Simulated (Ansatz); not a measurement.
A relaxed structure of TiAl is spoiled in several ways and relaxed again each time (noise and exchanges are one random draw each; squeezed and stretched starts keep its symmetry, which their runs cannot lower; pressure is positive under compression). The numbers are results of r2SCAN (plane waves to 500 eV, PAW, scalar-relativistic; Ansatz, a quantum-chemistry and plane-wave program), not measurements.

```cif
data_AlTi
_chemical_formula_sum 'Al1 Ti1'
_space_group_name_H-M_alt 'P4/mmm'
_space_group_IT_number 123
_space_group_name_Hall '-P 4 2'
_cell_length_a 2.81317
_cell_length_b 2.81317
_cell_length_c 4.05832
_cell_angle_alpha 90.000
_cell_angle_beta 90.000
_cell_angle_gamma 90.000
loop_
_atom_site_label
_atom_site_type_symbol
_atom_site_symmetry_multiplicity
_atom_site_Wyckoff_symbol
_atom_site_fract_x
_atom_site_fract_y
_atom_site_fract_z
_atom_site_occupancy
Al1 Al 1 d 0.50000 0.50000 0.50000 1
Ti1 Ti 1 a 0.00000 0.00000 0.00000 1
```

```csv
change,first pressure (GPa),largest first force (eV/Å),released (eV/atom),moves,outcome,final group,E − E(parent) (eV/atom)
squeezed uniformly to 80 % of its volume,41.0,0.00,0.34,11,returns to the parent,P4/mmm,0.00
with every coordinate shifted by Gaussian noise of σ = 0.1 Å,3.2,1.84,0.13,7,returns to the parent,P4/mmm,0.00
"deformed by the Cartesian strain tensor (xx, yy, zz, yz, xz, xy) = (-0.037, -0.165, 0.029, 0.027, -0.114, 0.061)",–,–,0.93,11,returns to the parent,P4/mmm,0.00
```

First-step values come from each run's starting, coarser k-mesh (12×12×9, 12×12×8, 12×14×8). The runs use different k-meshes, so differences are rounded accordingly. No spin polarisation in the result.
